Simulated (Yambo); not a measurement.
Yambo run on PdSO4 (space group C2/c, No. 15). The wavefunctions come from this Quantum ESPRESSO step (PBEsol, PseudoDojo standard norm-conserving files, scalar-relativistic):

```
&CONTROL
  calculation = 'nscf'
  pseudo_dir = './pseudo'
  outdir = './out'
/
&SYSTEM
  ibrav = 0
  nat = 12
  ntyp = 3
  ecutwfc = 84.0
  ecutrho = 336.0
  occupations = 'fixed'
  force_symmorphic = .true.
  nbnd = 279
/
&ELECTRONS
  conv_thr = 1.2000000000000002e-08
  diago_full_acc = .true.
  diago_thr_init = 1e-08
/
ATOMIC_SPECIES
O 15.9990 O.upf
S 32.0600 S.upf
Pd 106.4200 Pd.upf
CELL_PARAMETERS angstrom
  3.745155000000  -3.180135000000   0.000000000000
  3.745155000000   3.180135000000   0.000000000000
 -1.443848000000   0.000000000000   7.642446000000
ATOMIC_POSITIONS crystal
O   0.884020000000   0.775800000000   0.209540000000
O   0.115980000000   0.224200000000   0.790460000000
O   0.224200000000   0.115980000000   0.290460000000
O   0.775800000000   0.884020000000   0.709540000000
O   0.223160000000   0.807600000000   0.594890000000
O   0.776840000000   0.192400000000   0.405110000000
O   0.192400000000   0.776840000000   0.905110000000
O   0.807600000000   0.223160000000   0.094890000000
S   0.925760000000   0.074240000000   0.250000000000
S   0.074240000000   0.925760000000   0.750000000000
Pd   0.500000000000   0.000000000000   0.500000000000
Pd   0.000000000000   0.500000000000   0.000000000000
K_POINTS automatic
2 2 2 0 0 0
```

Yambo input:

```
rim_cut
gw0
dyson
el_el_corr
HF_and_locXC
ppa
em1d
RandQpts= 1000000
RandGvec= 1 Ry
EXXRLvcs= 84 Ry
VXCRLvcs= 336 Ry
Chimod= "HARTREE"
% BndsRnXp
 9 | 278 |
%
NGsBlkXp= 7 Ry
% LongDrXp
 1.0 | 1.0 | 1.0 |
%
PPAPntXp= 27.2114 eV
% GbndRnge
 1 | 278 |
%
GTermKind= "BG"
DysSolver= "n"
ExtendOut
% QPkrange
 1 | 1 | 48 | 49 |
 3 | 3 | 48 | 49 |
 4 | 4 | 48 | 49 |
 5 | 5 | 48 | 49 |
 6 | 6 | 48 | 49 |
 7 | 7 | 48 | 49 |
 8 | 8 | 48 | 49 |
%
```

k points by index: 1 = Γ, 3 = (0, -0.5, 0), 4 = (0, -0.5, -0.5), 5 = (-0.5, -0.5, 0), 6 = (-0.5, -0.5, -0.5), 7 = (0.5, 0, 0), 8 = (0.5, 0, 0.5).

Resulting energies as the program prints them:

```
#    K-point    Band    Eo [eV]    E [eV]    E-Eo [eV]    Vxc [eV]    Vnlxc [eV]    Sc|Eo [eV]    Sc|E [eV]    dSc/dw|Eo [eV]    Re(Z)    Im(Z)
#
    1    48    -0.111488    -0.748262    -0.636774    -22.80989    -28.70192    5.072994    5.255262    -7.786778    0.777506    -0.001562
    1    49    1.187899    2.453292    1.265393    -23.59964    -18.52074    -3.452914    -3.813507    -7.753508    0.778245    -0.001628
    3    48    -0.215852    -0.918397    -0.702545    -21.73370    -27.28541    4.652109    4.849162    -7.630232    0.780998    -0.001778
    3    49    1.229369    2.443894    1.214526    -23.14106    -18.52193    -3.061138    -3.404611    -7.694776    0.779555    -0.001582
    4    48    -0.202516    -0.860721    -0.658205    -22.21338    -27.82705    4.768996    4.955458    -7.706556    0.779292    -0.001673
    4    49    1.222145    2.394614    1.172468    -23.07319    -18.68667    -2.883404    -3.214047    -7.673064    0.780040    -0.001561
    5    48    0.000000    -0.664446    -0.664446    -22.05587    -27.59095    4.685352    4.870627    -7.585799    0.781997    -0.001533
    5    49    0.937530    2.128027    1.190497    -23.16099    -18.58237    -3.056420    -3.388123    -7.581119    0.782102    -0.001511
    6    48    -0.237366    -0.943767    -0.706401    -21.71785    -27.33529    4.712264    4.911037    -7.654809    0.780448    -0.001802
    6    49    1.172576    2.376408    1.203832    -23.00551    -18.36623    -3.095223    -3.435441    -7.689406    0.779674    -0.001838
    7    48    -0.215852    -0.918897    -0.703045    -21.73370    -27.28544    4.651391    4.848695    -7.634537    0.780902    -0.001784
    7    49    1.229369    2.442987    1.213619    -23.14106    -18.52193    -3.060999    -3.405517    -7.723781    0.778907    -0.001847
    8    48    -0.202516    -0.861000    -0.658484    -22.21338    -27.82708    4.768685    4.955214    -7.706094    0.779302    -0.001647
    8    49    1.222145    2.393974    1.171828    -23.07319    -18.68666    -2.883227    -3.214703    -7.696480    0.779516    -0.001769
```
(The two width columns are left out.) Convergence of these settings isn't established.

Spin-orbit coupling is not included.

Geometry of the Materials Project entry, not relaxed at this level.

The structure is a Materials Project entry; no match was found in the copy of COD used, and its stability was not checked.
